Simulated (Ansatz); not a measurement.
# BaH2Pd2: reading a single point

```
H Ba Pd
1.0
     2.20819    3.82469    0.00000
    -2.20819    3.82469    0.00000
     0.00000    0.00000    4.77770
H Ba Pd
2 1 2
Direct
  0.33330 0.33340 0.12320
  0.66670 0.66660 0.87680
  0.00000 0.00000 0.00000
  0.33330 0.33340 0.46800
  0.66670 0.66660 0.53200
```

Single point in Ansatz 0.2.0 with PBE, no spin polarisation. Cutoff 420 eV, PAW datasets, 7×7×6 Γ-centred k mesh, methfessel-paxton filling (width 0.0736 eV).

**Question.** What does the stress say?

**Answer.** The pressure is 7.8 GPa (compression positive), so with the atoms held at these fractions the cell would first expand. The principal stresses 1.5, 11.0, 11.0 GPa differ, so its shape would change too.

**Question.** How is the charge shared?

**Answer.** Bader charges in e: Ba +1.29, H -0.30, Pd -0.34. In the mean Ba gives up most and Pd takes most.

**Question.** Describe some of the short contacts.

**Answer.** H–Pd at 1.65 Å: least valence density 0.83 e/Å³ and ELF 0.48 there. Ba–H at 2.62 Å: least valence density 0.15 e/Å³ and ELF 0.14 there. These are pseudo-fields; inside the PAW spheres they differ from the all-electron ones.

**Question.** Where is the largest force?

**Answer.** The largest is on H1 (and as large on other atoms): 0.17 eV/Å, components (0.00, 0.00, 0.17). It makes 0° with the line to a nearest neighbour, Pd4 at 1.65 Å, pointing towards it.

**Question.** Metal or insulator?

**Answer.** It is a metal, with about 2.9 states/eV a cell as the mean within 0.25 eV of the Fermi level.

Origin: a known structure type with other elements, at an estimated volume, so it need not be a known compound.
